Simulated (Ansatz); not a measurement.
Relaxed BaTiO3 (tetragonal-perovskite type, space group P4mm):

```
CELL_PARAMETERS angstrom
      3.95547     0.00000     0.00000
      0.00000     3.95547     0.00000
      0.00000     0.00000     4.04610
ATOMIC_POSITIONS crystal
  Ti 0.50000 0.50000 0.44711
  Ba 0.00000 0.00000 0.93192
  O  0.50000 0.50000 0.90181
  O  0.50000 0.00000 0.41258
  O  0.00000 0.50000 0.41258
```

In each cell atom 4 (O, nearest neighbour Ti at 1.983 Å; its periodic images, 4.0 Å or more away, move with it) moves by s·(0.000, -0.998, 0.070) (towards the nearest neighbour), the rest being held.

All values below come from PBEsol (plane waves to 420 eV, PAW, scalar-relativistic; Ansatz, a first-principles code). k mesh 7×7×7 (Γ-centred), Fermi-Dirac smearing 0.05 eV. The energy includes the smearing's −TS. Left out: 4 of 11 points, with atoms too close for the PAW data. BaTiO3 is run without spin polarisation. BaTiO3 was relaxed with its symmetry unable to fall. The PAW data are Ansatz's earlier set. ΔE is measured from the undisplaced structure.

Q: What ΔE (meV/cell) does the calculation give at s (Å) = -0.240, -0.160, -0.080, 0.080, 0.160?

A: 
```csv
s (Å),ΔE (meV/cell)
-0.240,265.9
-0.160,101.5
-0.080,22.9
0.080,23.0
0.160,102.9
```

(For displaced atoms, the force is minus the slope of the energy, and its curvature is a force constant, which sets phonon frequencies.)
